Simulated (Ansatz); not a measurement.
Consider the following.

BeSe:
```cif
data_Be2Se2
_chemical_formula_sum 'Be2 Se2'
_space_group_name_H-M_alt 'P 1'
_space_group_IT_number 1
_cell_length_a 4.53787
_cell_length_b 4.53787
_cell_length_c 4.18638
_cell_angle_alpha 90.000
_cell_angle_beta 90.000
_cell_angle_gamma 90.000
loop_
_space_group_symop_operation_xyz
  'x, y, z'
loop_
_atom_site_label
_atom_site_type_symbol
_atom_site_fract_x
_atom_site_fract_y
_atom_site_fract_z
_atom_site_occupancy
Be1 Be 0.50000 0.00000 0.04549 1
Be2 Be 0.00000 0.50000 0.95451 1
Se1 Se 0.00000 0.00000 0.00000 1
Se2 Se 0.50000 0.50000 0.00000 1
```

This is the LDA-relaxed structure.

All from the program Ansatz at the LDA level (PAW), unless another level is named. Predict the highest zone-centre frequency.

332 cm⁻¹.

Next, the bulk modulus (Birch–Murnaghan fit)?

10.1 GPa.

Space group P4/nmm. A made-up cell: these elements were put on the sites of a structure type; neither database checked (COD, Materials Project) lists it. COD files the formula under space group No. 216, so this cell is another polymorph or a model. Whether it is the stable phase at ambient conditions was not checked. The cell was relaxed with LDA under the symmetry of its start. At this level the phase is dynamically unstable (imaginary phonons). A crystal of weakly bound layers computed without a dispersion correction: the cell and the soft elastic constants depend strongly on that. As this level gives no gap, phonon frequencies hold no LO–TO term and depend on the k-mesh and smearing (Fermi–Dirac, 0.1 eV here).

Potentials: the later of the program's two PAW sets.
